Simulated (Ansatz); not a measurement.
GaAs:
```xyz
8
Lattice="6.9216 0.0000 0.0000 0.0000 6.9216 0.0000 0.0000 0.0000 4.0096" Properties=species:S:1:pos:R:3 pbc="T T T"
Ga     2.2453     4.6763     0.0000
Ga     4.6763     2.2453     0.0000
Ga     5.7061     5.7061     2.0048
Ga     1.2155     1.2155     2.0048
As     2.1955     2.1955     0.0000
As     4.7261     4.7261     0.0000
As     1.2653     5.6563     2.0048
As     5.6563     1.2653     2.0048
```

Relaxed with r²SCAN. Special points in fractions of this cell's reciprocal vectors: Γ (0.000, 0.000, 0.000); X (0.000, 0.500, 0.000); M (0.500, 0.500, 0.000); Z (0.000, 0.000, 0.500); R (0.000, 0.500, 0.500); A (0.500, 0.500, 0.500).

Problem. List the band energies nearest the valence-band maximum at these points for plane-wave PAW r²SCAN with spin–orbit coupling (Ansatz code).

Solution. In eV from the valence-band maximum; about four levels below and three above (degenerate sets whole), none deeper than 8.9 eV; points with the same levels are listed once.

```json
[
 {"k": "Γ", "below": "-0.07 -0.07 0.00 0.00", "above": "0.92 0.92 1.29 1.29"},
 {"k": "X", "below": "-0.82 -0.82 -0.82 -0.82", "above": "1.98 1.98 1.98 1.98"},
 {"k": "M", "below": "-1.43 -1.43 -1.43 -1.43", "above": "2.05 2.05 2.05 2.05"},
 {"k": "Z", "below": "-2.26 -2.26 -2.26 -2.26", "above": "2.51 2.51 2.51 2.51"},
 {"k": "R", "below": "-1.36 -1.36 -1.34 -1.34", "above": "1.89 1.89 1.91 1.91"},
 {"k": "A", "below": "-1.72 -1.72 -1.72 -1.72", "above": "0.90 0.90 0.90 0.90"}
]
```

Space group P4_2/mnm. The start of the workflow was typed in or built on a structure type; neither database checked (COD, Materials Project) lists it. It is not the phase usual at ambient conditions (space group No. 216). Symmetry was held in the r²SCAN relaxation; its stability against distortions is not shown here. The volume moved by 17 % from the start of the relaxation.

Potentials: the later of the program's two PAW sets.
